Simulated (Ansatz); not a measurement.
C in space group P6_3/mmc (No. 194; C on 6h), r²SCAN (plane waves, PAW; program Ansatz). The conduction-band minimum lies at Γ, with 1 equivalent valley. Second derivatives d²E/dk² of the lowest band at one valley (eV·Å²), along Cartesian directions:

```
direction  d²E/dk²
---------  -------
[100]        56.81
[010]        56.81
[001]        6.589
[110]        56.81
[101]        31.73
[011]        31.73
```

**Question.** Find the principal effective masses, the density-of-states mass and the conductivity mass.

**Answer.** Off-diagonal terms follow from H_xy = H[110] − (H_xx + H_yy)/2, and m*/mₑ = 7.620 eV·Å² over each eigenvalue: 0.13, 0.13, 1.2. One valley's DOS mass (m₁m₂m₃)^(1/3) = 0.28, conductivity mass 3/(Σ 1/mᵢ) = 0.19 mₑ.

**Question.** What effective density of states Nc follows at 300 K for parabolic valleys?

**Answer.** Nc = 2.509e19 × 1 × (0.28)^(3/2) ≈ 3.7e18 cm⁻³.

The start of the workflow was typed in or built on a structure type. Its sites differ from those of the usual phase in this space group: another stacking or structure type. The r²SCAN relaxation kept the symmetry of its start; its stability against distortions is not shown here.

Potentials: the earlier of the program's two PAW sets.

Edges and masses are those of Kohn–Sham bands, whose gap is no quasiparticle gap.
